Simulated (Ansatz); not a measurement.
Relaxed-ion elastic tensor of V3Au (A15 (Cr3Si type), Pm-3n) in GPa (Voigt order), PBEsol in the plane-wave PAW code Ansatz; density 10.45 g/cm³, 13.90 Å³ per atom.

```
     1    2    3     4     5     6
-  ---  ---  ---  ----  ----  ----
1  386  123  123   0.0   0.0   0.0
2  123  386  123   0.0   0.0   0.0
3  123  123  386   0.0   0.0   0.0
4  0.0  0.0  0.0  60.3   0.0   0.0
5  0.0  0.0  0.0   0.0  60.3   0.0
6  0.0  0.0  0.0   0.0   0.0  60.3
```

Question: Is the crystal mechanically stable?

Answer: Yes: the smallest eigenvalue of C is 60.3 GPa.

Question: Work out the Voigt, Reuss and Hill averages.

Answer: K_V = 211, K_R = 211, K_H = 211; G_V = 88.7, G_R = 77.0, G_H = 82.8 GPa.

Question: Give Young's modulus, Poisson's ratio, Pugh's ratio and the universal anisotropy index.

Answer: E = 9KG/(3K + G) = 220 GPa; ν = 0.33; K/G = 2.54 (ductile by the Pugh limit of 1.75); A_U = 5G_V/G_R + K_V/K_R − 6 = 0.76.

Question: Estimate the sound speeds and the Debye temperature.

Answer: v_l = √((K + 4G/3)/ρ) = 5540 m/s, v_t = √(G/ρ) = 2820 m/s, mean 3160 m/s; Θ = (h/k)(3n/4πV)^(1/3) v_m = 391 K.

Question: Give the Zener ratio and Young's modulus along [100], [110] and [111].

Answer: A = 2C44/(C11 − C12) = 0.46; 1/E = S11 − 2(S11 − S12 − S44/2)Γ with Γ = 0, 1/4, 1/3 gives 326, 188, 165 GPa.

The workflow started from a Materials Project entry (that database holds measured and hypothetical structures alike); the Crystallography Open Database copy checked does not list it. COD files the formula under space group No. 221. Its standing as an ambient phase is unchecked. The PBEsol relaxation kept the symmetry of its start; its stability against distortions is not shown here. The final state is ferromagnetic, the only order run, not a proven ground state. As this level gives no gap, shear constants depend on the k-mesh and smearing (Fermi–Dirac, 0.1 eV here). Scalar-relativistic: spin–orbit coupling is off unless named, which matters more the heavier the elements.

Potentials: the later of the program's two PAW sets.
